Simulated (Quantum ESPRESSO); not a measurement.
# Ir3HfAlWRe2: one run as intended and one with a planted mistake

A calculation, not a measurement. The program is pw.x of Quantum ESPRESSO 7.5 (plane-wave density functional theory). The cell is made up: eight metal atoms on a face-centred cubic lattice, with elements, volume, strain and displacements drawn at random and not relaxed, so it may be unstable or far from any real phase. PseudoDojo standard norm-conserving files set the functional (PBE unless stated); there is no spin polarisation or spin-orbit coupling, the Fermi-Dirac width of 0.25 eV means electrons at about 2900 K, and the masses in the input are unused placeholders. Heavy elements are run without spin-orbit coupling, which real alloys of them have. A spin test at this wide smearing found no moment, but such smearing suppresses magnetism that the real alloy may have.

Intended input:

```
&control calculation='scf', pseudo_dir='./dojo.nc.sr.pbe.v0_5.standard.upf', outdir='./o', disk_io='minimal', tprnfor=.true., tstress=.true. /
&system ibrav=0, nat=8, ntyp=5, nbnd=72, ecutwfc=75.99759826, nosym=.true., tot_charge=0,
 occupations='smearing', smearing='fd', degauss=0.0183746611
/
&electrons conv_thr=1.470e-08, electron_maxstep=70, mixing_beta=0.5 /
ATOMIC_SPECIES
Al 1.0 Al.upf
Hf 1.0 Hf.upf
Ir 1.0 Ir.upf
Re 1.0 Re.upf
W 1.0 W.upf
CELL_PARAMETERS angstrom
-0.0368 1.9418 1.9898
-3.9181 1.9779 -1.9523
-4.0025 -5.871 6.0885
ATOMIC_POSITIONS angstrom
Ir 0.0867 0.0059 0.1352
Hf -3.8012 -3.8696 4.0469
Al -3.9683 -1.9329 2.2769
W -3.9018 0.0067 -0.0646
Re -2.0741 -1.9652 3.9371
Re -2.1623 -0.0128 1.9448
Ir -1.9233 2.0664 -0.0122
Ir -6.0455 -1.9569 4.1019
K_POINTS automatic
8 5 3 1 1 1
```

The log is shortened where brackets say so; the opening notice, blank lines, dates and the lines on written files are dropped, and the path of the files is cut. It prints rydbergs, bohrs and kilobars, and counts compression as positive stress. Its total energy is the free energy E - TS of the whole cell.

Log of the intended run:

```
     Program PWSCF v.7.5
     Parallel version (MPI & OpenMP), running on       4 processor cores
     Number of MPI processes:                 4
     Threads/MPI process:                     1
     [start-up lines left out]
     bravais-lattice index     =            0
     lattice parameter (alat)  =       5.2544  a.u.
     unit-cell volume          =     830.0342 (a.u.)^3
     number of atoms/cell      =            8
     number of atomic types    =            5
     number of electrons       =       110.00
     number of Kohn-Sham states=           72
     kinetic-energy cutoff     =      75.9976  Ry
     charge density cutoff     =     303.9904  Ry
     scf convergence threshold =      1.5E-08
     mixing beta               =       0.5000
     number of iterations used =            8  plain     mixing
     Exchange-correlation= PBE
                           (   1   4   3   4   0   0   0)
     [axes and pseudopotential details left out]
   Cartesian axes
     site n.     atom                  positions (alat units)
         1        Ir     tau(   1) = (   0.0311813   0.0021219   0.0486241  )
         2        Hf     tau(   2) = (  -1.3670865  -1.3916863   1.4554515  )
         3        Al     tau(   3) = (  -1.4271833  -0.6951598   0.8188780  )
         4        W      tau(   4) = (  -1.4032669   0.0024096  -0.0232331  )
         5        Re     tau(   5) = (  -0.7459418  -0.7067764   1.4159624  )
         6        Re     tau(   6) = (  -0.7776626  -0.0046035   0.6994396  )
         7        Ir     tau(   7) = (  -0.6917072   0.7431726  -0.0043877  )
         8        Ir     tau(   8) = (  -2.1742401  -0.7037913   1.4752320  )
     number of k points=    60  Fermi-Dirac smearing, width (Ry)=  0.0184
                       cart. coord. in units 2pi/alat
        k(    1) = (  -0.0814263   0.0325981   0.0540188), wk =   0.0333333
        k(    2) = (   0.0350192   0.1511757  -0.0595449), wk =   0.0333333
     [further k points left out]
     Dense  grid:    74299 G-vectors     FFT dimensions: (  30,  54, 100)
     Estimated max dynamical RAM per process >     307.42 MB
     Estimated total dynamical RAM >       1.15 GB
     Initial potential from superposition of free atoms
     starting charge     109.9941, renormalised to     110.0000
     Starting wfcs are   74 randomized atomic wfcs
     total cpu time spent up to now is        4.9 secs
     per-process dynamical memory:   246.0 Mb
     Self-consistent Calculation
     iteration #  1     ecut=    76.00 Ry     beta= 0.50
     Davidson diagonalization with overlap
     ethr =  1.00E-02,  avg # of iterations =  4.3
     total cpu time spent up to now is       17.3 secs
     total energy              =   -1306.51418847 Ry
     estimated scf accuracy    <       1.37156409 Ry
     iteration #  2     ecut=    76.00 Ry     beta= 0.50
     Davidson diagonalization with overlap
     ethr =  1.25E-03,  avg # of iterations =  5.6
     total cpu time spent up to now is       31.3 secs
     total energy              =   -1303.50083190 Ry
     estimated scf accuracy    <      86.13353265 Ry
     [iterations 3 to 16 left out]
     iteration # 17     ecut=    76.00 Ry     beta= 0.50
     Davidson diagonalization with overlap
     ethr =  8.35E-11,  avg # of iterations =  3.0
     total cpu time spent up to now is      185.8 secs
     total energy              =   -1307.35875341 Ry
     estimated scf accuracy    <       0.00000004 Ry
     iteration # 18     ecut=    76.00 Ry     beta= 0.50
     Davidson diagonalization with overlap
     ethr =  3.61E-11,  avg # of iterations =  2.0
     total cpu time spent up to now is      195.4 secs
     End of self-consistent calculation
     [lines on levels left out]
!    total energy              =   -1307.35875341 Ry
     estimated scf accuracy    <          3.1E-09 Ry
     smearing contrib. (-TS)   =      -0.09988144 Ry
     internal energy E=F+TS    =   -1307.25887197 Ry
     The total energy is F=E-TS. E is the sum of the following terms:
     one-electron contribution =    -352.92472011 Ry
     hartree contribution      =     240.97867683 Ry
     xc contribution           =    -264.55368647 Ry
     ewald contribution        =    -930.75914223 Ry
     convergence has been achieved in  18 iterations
     Forces acting on atoms (cartesian axes, Ry/au):
     atom    1 type  3   force =    -0.07664603   -0.01196210   -0.02590143
     atom    2 type  2   force =    -0.09651694   -0.05753728    0.04345966
     atom    3 type  1   force =    -0.05637683    0.03819378   -0.07771063
     atom    4 type  5   force =    -0.03826440    0.01296159   -0.00022843
     atom    5 type  4   force =     0.11372156    0.04750184   -0.00371030
     atom    6 type  4   force =     0.08339330    0.01034092    0.00311946
     atom    7 type  3   force =     0.00155987   -0.04646817    0.04107363
     atom    8 type  3   force =     0.06912947    0.00696942    0.01989806
     Total force =     0.254672     Total SCF correction =     0.000172
     Computing stress (Cartesian axis) and pressure
          total   stress  (Ry/bohr**3)                   (kbar)     P=       75.62
   0.00009413   0.00001164   0.00035774           13.85        1.71       52.63
   0.00001164   0.00082614   0.00002181            1.71      121.53        3.21
   0.00035774   0.00002181   0.00062196           52.63        3.21       91.49
     init_run     :      4.60s CPU      4.75s WALL (       1 calls)
     electrons    :    186.68s CPU    190.53s WALL (       1 calls)
     forces       :      2.34s CPU      2.37s WALL (       1 calls)
     stress       :      8.25s CPU      8.42s WALL (       1 calls)
     [timing details left out]
     PWSCF        :   3m22.05s CPU   3m26.29s WALL
     JOB DONE.
```

A second run has one planted mistake: two atoms have their elements exchanged. The input lines that differ:

```
- Hf -3.8012 -3.8696 4.0469
+ Re -3.8012 -3.8696 4.0469
- Re -2.1623 -0.0128 1.9448
+ Hf -2.1623 -0.0128 1.9448
```

Its log:

```
     Program PWSCF v.7.5
     Parallel version (MPI & OpenMP), running on       4 processor cores
     Number of MPI processes:                 4
     Threads/MPI process:                     1
     [start-up lines left out]
     bravais-lattice index     =            0
     lattice parameter (alat)  =       5.2544  a.u.
     unit-cell volume          =     830.0342 (a.u.)^3
     number of atoms/cell      =            8
     number of atomic types    =            5
     number of electrons       =       110.00
     number of Kohn-Sham states=           72
     kinetic-energy cutoff     =      75.9976  Ry
     charge density cutoff     =     303.9904  Ry
     scf convergence threshold =      1.5E-08
     mixing beta               =       0.5000
     number of iterations used =            8  plain     mixing
     Exchange-correlation= PBE
                           (   1   4   3   4   0   0   0)
     [axes and pseudopotential details left out]
   Cartesian axes
     site n.     atom                  positions (alat units)
         1        Ir     tau(   1) = (   0.0311813   0.0021219   0.0486241  )
         2        Re     tau(   2) = (  -1.3670865  -1.3916863   1.4554515  )
         3        Al     tau(   3) = (  -1.4271833  -0.6951598   0.8188780  )
         4        W      tau(   4) = (  -1.4032669   0.0024096  -0.0232331  )
         5        Re     tau(   5) = (  -0.7459418  -0.7067764   1.4159624  )
         6        Hf     tau(   6) = (  -0.7776626  -0.0046035   0.6994396  )
         7        Ir     tau(   7) = (  -0.6917072   0.7431726  -0.0043877  )
         8        Ir     tau(   8) = (  -2.1742401  -0.7037913   1.4752320  )
     number of k points=    60  Fermi-Dirac smearing, width (Ry)=  0.0184
                       cart. coord. in units 2pi/alat
        k(    1) = (  -0.0814263   0.0325981   0.0540188), wk =   0.0333333
        k(    2) = (   0.0350192   0.1511757  -0.0595449), wk =   0.0333333
     [further k points left out]
     Dense  grid:    74299 G-vectors     FFT dimensions: (  30,  54, 100)
     Estimated max dynamical RAM per process >     307.42 MB
     Estimated total dynamical RAM >       1.15 GB
     Initial potential from superposition of free atoms
     starting charge     109.9941, renormalised to     110.0000
     Starting wfcs are   74 randomized atomic wfcs
     total cpu time spent up to now is        4.9 secs
     per-process dynamical memory:   246.0 Mb
     Self-consistent Calculation
     iteration #  1     ecut=    76.00 Ry     beta= 0.50
     Davidson diagonalization with overlap
     ethr =  1.00E-02,  avg # of iterations =  4.1
     total cpu time spent up to now is       17.2 secs
     total energy              =   -1306.21323805 Ry
     estimated scf accuracy    <       1.73082079 Ry
     iteration #  2     ecut=    76.00 Ry     beta= 0.50
     Davidson diagonalization with overlap
     ethr =  1.57E-03,  avg # of iterations =  5.0
     total cpu time spent up to now is       31.3 secs
     total energy              =   -1303.13513465 Ry
     estimated scf accuracy    <      95.93556528 Ry
     [iterations 3 to 16 left out]
     iteration # 17     ecut=    76.00 Ry     beta= 0.50
     Davidson diagonalization with overlap
     ethr =  9.51E-11,  avg # of iterations =  1.8
     total cpu time spent up to now is      188.3 secs
     total energy              =   -1307.31522327 Ry
     estimated scf accuracy    <       0.00000003 Ry
     iteration # 18     ecut=    76.00 Ry     beta= 0.50
     Davidson diagonalization with overlap
     ethr =  2.69E-11,  avg # of iterations =  2.2
     total cpu time spent up to now is      198.2 secs
     End of self-consistent calculation
     [lines on levels left out]
!    total energy              =   -1307.31522328 Ry
     estimated scf accuracy    <          1.7E-09 Ry
     smearing contrib. (-TS)   =      -0.10108470 Ry
     internal energy E=F+TS    =   -1307.21413858 Ry
     The total energy is F=E-TS. E is the sum of the following terms:
     one-electron contribution =    -369.82087338 Ry
     hartree contribution      =     249.36623963 Ry
     xc contribution           =    -264.52327561 Ry
     ewald contribution        =    -922.23622922 Ry
     convergence has been achieved in  18 iterations
     Forces acting on atoms (cartesian axes, Ry/au):
     atom    1 type  3   force =    -0.03838738    0.00392857   -0.04309186
     atom    2 type  4   force =    -0.04107249   -0.02978789    0.01624478
     atom    3 type  1   force =    -0.09609410   -0.03009480   -0.03023645
     atom    4 type  5   force =    -0.06081358    0.03264205   -0.01130780
     atom    5 type  4   force =     0.05996596   -0.00381273    0.05187367
     atom    6 type  2   force =     0.10510281    0.01986867    0.00027304
     atom    7 type  3   force =     0.02158421   -0.01916847    0.01378585
     atom    8 type  3   force =     0.04971457    0.02642460    0.00245876
     Total force =     0.209933     Total SCF correction =     0.000204
     Computing stress (Cartesian axis) and pressure
          total   stress  (Ry/bohr**3)                   (kbar)     P=       76.49
   0.00045975   0.00004782   0.00043055           67.63        7.03       63.34
   0.00004782   0.00070774   0.00004819            7.03      104.11        7.09
   0.00043055   0.00004819   0.00039242           63.34        7.09       57.73
     init_run     :      4.61s CPU      4.78s WALL (       1 calls)
     electrons    :    189.84s CPU    193.34s WALL (       1 calls)
     forces       :      2.33s CPU      2.35s WALL (       1 calls)
     stress       :      8.21s CPU      8.36s WALL (       1 calls)
     [timing details left out]
     PWSCF        :   3m25.11s CPU   3m29.00s WALL
     JOB DONE.
```

|  | intended run | run with the mistake |
| --- | --- | --- |
| free energy (eV) | -17787.522 | -17786.930 |
| entropy term -TS, part of it (eV) | -1.359 | -1.375 |
| pressure (GPa) | 7.56 | 7.65 |
| size of the largest force component (eV/Å) | 2.924 | 2.702 |
| largest change of a force component (eV/Å) |  | 1.756 |
| iterations | 18 | 18 |

For scale, a rerun of the intended cell at a higher cutoff and on a denser mesh moved values by no more than 0.004 eV in energy, 0.07 GPa in stress and 0.016 eV/Å in force, and a second program with other atomic files agreed on that cell to 2 % rms in force and 0.5 GPa in pressure.